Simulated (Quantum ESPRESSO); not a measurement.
# Computed records: Al₃GeN₄ (made-up cell), Si₄Ge₃C (made-up cell)

All values are calculated (Quantum ESPRESSO 7.5). Calculation on a made-up crystal cell, not a measurement: periodic Kohn-Sham density functional theory in plane waves with PseudoDojo standard norm-conserving scalar-relativistic pseudopotentials, each functional with its own files (v0.5 for PBE, v0.4.1 for LDA and PBEsol), no spin polarisation, no spin-orbit coupling, atoms not relaxed, stress positive in tension, energies less a fixed whole-eV offset for each atom's element; levels are Kohn-Sham levels at fractions of this cell's reciprocal vectors, counted from the reference band (half the neutral cell's valence electrons, rounded up) at Gamma; error bars cover cutoff and k-mesh only, not smearing or the files; added strain carries the atoms with the cell, and shear is the tensor component; each bar is the largest change over components, and at least 0.002 eV, 0.002 eV per angstrom or 0.02 GPa; energies are for the whole cell, and the offsets were chosen from early runs and are not element reference energies.

Settings shared by all entries: functional pbe; fermi dirac smearing 0.1 eV; scf tolerance 1e-07 eV; electrons removed 0.

(1) 
```cif
# cell vector a (Å): 3.1655 -0.0063 -0.0110
# cell vector b (Å): -0.0109 5.5471 0.0317
# cell vector c (Å): -0.0179 0.0299 5.2150
data_Al3GeN4
_symmetry_space_group_name_H-M 'P 1'
_symmetry_Int_Tables_number 1
_cell_length_a 3.1655
_cell_length_b 5.5472
_cell_length_c 5.2151
_cell_angle_alpha 89.344
_cell_angle_beta 90.396
_cell_angle_gamma 90.228
_cell_volume 91.57
loop_
_atom_site_label
_atom_site_type_symbol
_atom_site_fract_x
_atom_site_fract_y
_atom_site_fract_z
_atom_site_occupancy
Ge1 Ge 0.02150 0.99307 0.00665 1
Al1 Al 0.51411 0.50691 0.98891 1
Al2 Al 0.51603 0.16663 0.51335 1
Al3 Al 0.01839 0.68158 0.50671 1
N1 N 0.01470 0.99021 0.37716 1
N2 N 0.52691 0.50462 0.37590 1
N3 N 0.47417 0.17157 0.88864 1
N4 N 0.02073 0.65899 0.89117 1
_calc_lattice_type 'wurtzite'
_calc_cutoff 1143  # eV
_calc_k_mesh '8 x 6 x 6, shifted by half a step'
_calc_pressure 0.5632  # GPa
_calc_stress_xx -3.845  # GPa
_calc_stress_yy -2.229  # GPa
_calc_stress_zz 4.384  # GPa
_calc_stress_yz 2.736  # GPa
_calc_stress_xz -0.567  # GPa
_calc_stress_xy -0.2125  # GPa
_calc_fermi_level 1.973  # eV
_calc_reference_band 22
_calc_error_bar_stress 0.1213  # GPa
_calc_error_bar_force 0.01782  # eV/angstrom
_calc_error_bar_next_band_up 0.002  # eV
_calc_error_bar_fermi_level 0.006488  # eV
_calc_error_bars_from 'tighter rerun of a related cell'
```

Atoms:
```tsv
atoms element	atom site
Ge	1
Al	2
Al	3
Al	4
N	5
N	6
N	7
N	8
```

Forces:
```tsv
site	x (eV/Å)	y (eV/Å)	z (eV/Å)
1	-1.471	0.2253	0.1174
2	0.2916	-1.078	1.769
3	-0.07279	0.9106	-0.7371
4	0.1871	-2.562	-0.343
5	0.16	1.548	1.376
6	-0.2941	-0.003414	0.4408
7	1.426	0.8801	-1.05
8	-0.2272	0.07989	-1.573
```

Levels:
```tsv
level k point	next band up (eV)
Gamma	2.276
(1/2,1/2,1/2)	1.967
(0.15,0,0)	2.884
(0,0.15,0)	2.429
(0,0,0.15)	2.324
```

(2) 
```cif
# cell vector a (Å): 5.7060 0.0000 0.0000
# cell vector b (Å): 0.0000 5.7060 0.0000
# cell vector c (Å): 0.0000 0.0000 5.7060
data_Si4Ge3C
_symmetry_space_group_name_H-M 'P 1'
_symmetry_Int_Tables_number 1
_cell_length_a 5.7060
_cell_length_b 5.7060
_cell_length_c 5.7060
_cell_angle_alpha 90.000
_cell_angle_beta 90.000
_cell_angle_gamma 90.000
_cell_volume 185.78
loop_
_atom_site_label
_atom_site_type_symbol
_atom_site_fract_x
_atom_site_fract_y
_atom_site_fract_z
_atom_site_occupancy
Si1 Si 0.99402 0.00524 0.01388 1
Ge1 Ge 0.99311 0.50938 0.48649 1
Ge2 Ge 0.50202 0.02101 0.47452 1
Ge3 Ge 0.49641 0.49749 0.99942 1
C1 C 0.25296 0.24295 0.26784 1
Si2 Si 0.24839 0.72073 0.75368 1
Si3 Si 0.74115 0.23817 0.76593 1
Si4 Si 0.74287 0.77208 0.25662 1
_calc_lattice_type 'zincblende/diamond'
_calc_cutoff 1116  # eV
_calc_k_mesh '6 x 6 x 6, shifted by half a step'
_calc_free_energy_less_offsets 1.702  # eV
_calc_smearing_term_minus_ts -0.02519  # eV
_calc_scf_iterations 10
_calc_pressure -9.188  # GPa
_calc_stress_xx 9.268  # GPa
_calc_stress_yy 9.317  # GPa
_calc_stress_zz 8.98  # GPa
_calc_stress_yz -0.3424  # GPa
_calc_stress_xz -0.03784  # GPa
_calc_stress_xy 0.8686  # GPa
_calc_fermi_level 0.05333  # eV
_calc_reference_band 31
_calc_error_bar_energy 0.002  # eV
_calc_error_bar_stress 0.02  # GPa
_calc_error_bar_force 0.00838  # eV/angstrom
_calc_error_bar_next_band_up 0.002  # eV
_calc_error_bar_fermi_level 0.02892  # eV
_calc_error_bars_from 'tighter rerun of a related cell'
```

Atoms:
```tsv
atoms element	atom site	atom energy offset (eV)
Si	1	-115
Ge	2	-2430
Ge	3	-2430
Ge	4	-2430
C	5	-163
Si	6	-115
Si	7	-115
Si	8	-115
```

Forces:
```tsv
site	x (eV/Å)	y (eV/Å)	z (eV/Å)
1	1.6	0.177	0.2566
2	0.6622	-1.642	0.2495
3	-2.055	0.5274	0.9455
4	-0.328	-0.8298	1.463
5	-0.4021	0.1949	-0.7753
6	-0.4658	1.931	-0.3311
7	0.5962	0.4876	-0.6676
8	0.3927	-0.8457	-1.141
```

Levels:
```tsv
level k point	next band up (eV)
Gamma	0.4089
(1/2,1/2,1/2)	-0.3239
(0.15,0,0)	0.3093
(0,0.15,0)	0.3061
(0,0,0.15)	0.3567
```

(3) 
```cif
# cell vector a (Å): 5.7060 0.0000 0.0000
# cell vector b (Å): 0.0000 5.7060 0.0000
# cell vector c (Å): 0.0000 0.0000 5.7060
data_Si4Ge3C
_symmetry_space_group_name_H-M 'P 1'
_symmetry_Int_Tables_number 1
_cell_length_a 5.7060
_cell_length_b 5.7060
_cell_length_c 5.7060
_cell_angle_alpha 90.000
_cell_angle_beta 90.000
_cell_angle_gamma 90.000
_cell_volume 185.78
loop_
_atom_site_label
_atom_site_type_symbol
_atom_site_fract_x
_atom_site_fract_y
_atom_site_fract_z
_atom_site_occupancy
Si1 Si 0.99402 0.00524 0.01388 1
Ge1 Ge 0.99311 0.50938 0.48649 1
Ge2 Ge 0.50202 0.02101 0.47452 1
Ge3 Ge 0.49641 0.49749 0.99942 1
Si2 Si 0.25296 0.24295 0.26784 1
C1 C 0.24839 0.72073 0.75368 1
Si3 Si 0.74115 0.23817 0.76593 1
Si4 Si 0.74287 0.77208 0.25662 1
_calc_lattice_type 'zincblende/diamond'
_calc_cutoff 1116  # eV
_calc_k_mesh '6 x 6 x 6, shifted by half a step'
_calc_stress_xy ?
_calc_stress_zz ?
```

Atoms:
```tsv
atoms element	atom site	atom energy offset (eV)
Si	1	-115
Ge	2	-2430
Ge	3	-2430
Ge	4	-2430
Si	5	-115
C	6	-163
Si	7	-115
Si	8	-115
```

(4) 
```cif
# cell vector a (Å): 5.7060 0.0000 0.0000
# cell vector b (Å): 0.0000 5.7060 0.0000
# cell vector c (Å): 0.0000 0.0000 5.7060
data_Si4Ge3C
_symmetry_space_group_name_H-M 'P 1'
_symmetry_Int_Tables_number 1
_cell_length_a 5.7060
_cell_length_b 5.7060
_cell_length_c 5.7060
_cell_angle_alpha 90.000
_cell_angle_beta 90.000
_cell_angle_gamma 90.000
_cell_volume 185.78
loop_
_atom_site_label
_atom_site_type_symbol
_atom_site_fract_x
_atom_site_fract_y
_atom_site_fract_z
_atom_site_occupancy
Si1 Si 0.99402 0.00524 0.01388 1
Ge1 Ge 0.99311 0.50938 0.48649 1
Ge2 Ge 0.50202 0.02101 0.47452 1
Ge3 Ge 0.49641 0.49749 0.99942 1
Si2 Si 0.25296 0.24295 0.26784 1
Si3 Si 0.24839 0.72073 0.75368 1
C1 C 0.74115 0.23817 0.76593 1
Si4 Si 0.74287 0.77208 0.25662 1
_calc_lattice_type 'zincblende/diamond'
_calc_cutoff 1116  # eV
_calc_k_mesh '6 x 6 x 6, shifted by half a step'
_calc_stress_xy ?
_calc_stress_xz ?
```

Atoms:
```tsv
atoms element	atom site	atom energy offset (eV)
Si	1	-115
Ge	2	-2430
Ge	3	-2430
Ge	4	-2430
Si	5	-115
Si	6	-115
C	7	-163
Si	8	-115
```

Q: Give the missing stress xy for Si₄Ge₃C (made-up cell) (entry 3).
A: 2.076 GPa

Q: Give the missing stress zz for Si₄Ge₃C (made-up cell) (entry 3).
A: 8.331 GPa

Q: Give the table of levels values for Si₄Ge₃C (made-up cell) (entry 3).
A: 
Levels:
```tsv
level k point	next band up (eV)
Gamma	0.4894
(1/2,1/2,1/2)	-0.2813
(0.15,0,0)	0.303
(0,0.15,0)	0.2821
(0,0,0.15)	0.3006
```

Q: Si₄Ge₃C (made-up cell) (entry 4): stress xy?
A: 1.529 GPa

Q: Si₄Ge₃C (made-up cell) (entry 4): stress xz?
A: -0.8198 GPa

Further results for Si₄Ge₃C (made-up cell) (entry 3):

```
free energy less offsets : 2.301 eV
smearing term minus ts   : -0.02657 eV
scf iterations           : 11
pressure                 : -7.821 GPa
stress xx                : 7.537 GPa
stress yy                : 7.594 GPa
stress yz                : 0.5426 GPa
stress xz                : 0.9731 GPa
fermi level              : 0.1357 eV
reference band           : 31
error bar energy         : 0.002 eV
error bar stress         : 0.02 GPa
error bar force          : 0.00838 eV/Å
error bar next band up   : 0.002 eV
error bar fermi level    : 0.02892 eV
error bars from          : tighter rerun of this cell
```

Forces:
```tsv
site	x (eV/Å)	y (eV/Å)	z (eV/Å)
1	1.079	-0.9682	-0.9089
2	0.7623	0.1787	2.112
3	0.1611	-1.542	2.888
4	-1.067	1.081	-0.5191
5	-1.528	1.25	-1.814
6	-0.3523	0.4328	0.05083
7	0.5922	0.4433	-0.7556
8	0.3522	-0.8759	-1.053
```

Further results for Si₄Ge₃C (made-up cell) (entry 4):

```
free energy less offsets : 2.244 eV
smearing term minus ts   : -0.02603 eV
scf iterations           : 11
pressure                 : -8.165 GPa
stress xx                : 7.674 GPa
stress yy                : 8.171 GPa
stress zz                : 8.649 GPa
stress yz                : 1.082 GPa
fermi level              : 0.1305 eV
reference band           : 31
error bar energy         : 0.002 eV
error bar stress         : 0.02 GPa
error bar force          : 0.00838 eV/Å
error bar next band up   : 0.002 eV
error bar fermi level    : 0.02892 eV
error bars from          : tighter rerun of a related cell
```

Forces:
```tsv
site	x (eV/Å)	y (eV/Å)	z (eV/Å)
1	-0.3097	0.3677	-1.607
2	-0.5756	-1.025	1.361
3	1.001	-0.8075	3.713
4	1.318	-1.256	-0.16
5	-1.527	1.311	-1.837
6	-0.5234	1.955	-0.3613
7	0.2274	0.2592	-0.05181
8	0.39	-0.8045	-1.057
```

Levels:
```tsv
level k point	next band up (eV)
Gamma	0.4246
(1/2,1/2,1/2)	-0.2608
(0.15,0,0)	0.3753
(0,0.15,0)	0.3085
(0,0,0.15)	0.2209
```
